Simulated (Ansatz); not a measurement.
BaSn$_{2}$ in space group P-3m1 (No. 164; Ba on 1b, Sn on 2d), the program Ansatz at the PBEsol level (PAW), all energies at zero smearing, with the estimated change up to a 700 eV cutoff added, with one set of potentials and settings (totals compare only within such a set). Cell of 3 atoms (1 Ba, 2 Sn): -17764.067 eV.

```csv
element,reference phase,E (eV/atom)
Ba,"Im-3m, 1 atoms in the cell",-5862.6098
Sn,"I4_1/amd, 2 atoms in the cell",-5949.7830
```

Formation energy per atom, worked out: (-17764.067 − 1×(-5862.6098) − 2×(-5949.7830))/3 = -0.630 eV/atom (-61 kJ per mol of atoms), at 0 K, without zero-point energy or fitted corrections.

The workflow started from an entry of the Crystallography Open Database (COD, 293 K). Whether it is the stable phase at ambient conditions was not checked. Symmetry was held in the PBEsol relaxation; whether a distortion lowers the energy is not shown. The references are the lowest solids computed at this level, not always the standard phases. Spin–orbit coupling is left out wherever it is not named.

Potentials: the later of the program's two PAW sets.
